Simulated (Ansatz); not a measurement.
A geometry of CsPbBr$_{3}$ away from equilibrium: the start of the relaxation of a generated cell, CsPbBr3 built in the 2H-BaNiO3 structure type. Level of theory: PBE (plane waves to 420 eV, PAW, scalar-relativistic; Ansatz, a first-principles code). Γ-centred k-mesh 3×3×3 on the run's cell (coarser than for final values), Fermi–Dirac smearing 0.05 eV.

```xyz
10
Lattice="8.7444 0.0000 0.0000 -4.3722 7.5729 0.0000 0.0000 0.0000 7.4708" Properties=species:S:1:pos:R:3 pbc="T T T"
Cs     0.0000     5.0486     5.6031
Cs     4.3722     2.5243     1.8677
Pb     0.0000     0.0000     0.0000
Pb     0.0000     0.0000     3.7354
Br     0.0000     2.2143     1.8677
Br     2.4546     6.4657     1.8677
Br    -2.4546     6.4657     1.8677
Br     4.3722     5.3586     5.6031
Br     1.9176     1.1072     5.6031
Br     6.8268     1.1072     5.6031
```

Problem. What forces act on the atoms (eV/Å)?

Solution. 
```
atom     Fx     Fy    Fz
----  -----  -----  ----
Cs1    0.00   0.00  0.00
Cs2    0.00   0.00  0.00
Pb3    0.00   0.00  0.00
Pb4    0.00   0.00  0.00
Br5    0.00   1.26  0.00
Br6   -1.09  -0.63  0.00
Br7    1.09  -0.63  0.00
Br8    0.00  -1.26  0.00
Br9    1.09   0.63  0.00
Br10  -1.09   0.63  0.00
```

Problem. What is the pressure?

Solution. +2.1 GPa, compression positive.

Problem. How much energy per atom can still be gained by relaxing?

Solution. 0.10 eV/atom; the path ends in P6₃/mmc (No. 194).

No spin polarisation in the result.

The run could not lose the symmetry of its start, so the end can be a saddle point.

The end of the path is a generated cell of CsPbBr3: the first start was made by placing the elements on the sites of a structure type, and the end was not matched to a known phase here, so it may be hypothetical. Known forms of CsPbBr3 include space group No. 62, 221.
